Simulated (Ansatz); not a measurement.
A geometry of Ni away from equilibrium: the start of the relaxation of a relaxed Ni cell, doubled along one cell vector, shaken by Gaussian noise of σ = 0.08 Å a coordinate. These are r2SCAN (plane waves to 500 eV, PAW, scalar-relativistic; Ansatz, an electronic-structure program) values and carry that method's errors. Γ-centred k-mesh 14×7×14 on the run's cell (coarser than for final values), Fermi–Dirac smearing 0.05 eV.

```xyz
2
Lattice="2.3051 0.0000 0.0000 0.0000 4.6101 0.0000 0.0000 0.0000 2.3051" Properties=species:S:1:pos:R:3 pbc="T T T"
Ni     1.2107     1.1063     1.1432
Ni     1.2478     3.4785     1.1223
```
Spin-polarised start, with parallel moments on Ni.

Question: Predict the force on each atom, in eV/Å.

Answer: 
| atom | Fx | Fy | Fz |
|---|---|---|---|
| Ni1 | -0.06 | 0.41 | 0.03 |
| Ni2 | 0.06 | -0.41 | -0.03 |

Question: What is the pressure?

Answer: +0.6 GPa, compression positive.

Question: How far above the relaxed end point is this geometry?

Answer: 0.79 eV/atom; the path ends in Fm-3m (No. 225) (fcc (Cu type)).

Spin state reached: ferromagnetic (net 0.74 μB/atom), from parallel starting moments; other spin orders were not run from this start. r2SCAN tends to overstate moments in metals.

The run could not lose the symmetry of its start.

Of the parent cell (Pm-3m (No. 221)): it is a generated cell of Ni: the first start was made by a random draw of sites in a space group, and the end was not matched to a known phase here, so it may be hypothetical. Known forms of Ni include space group No. 225.
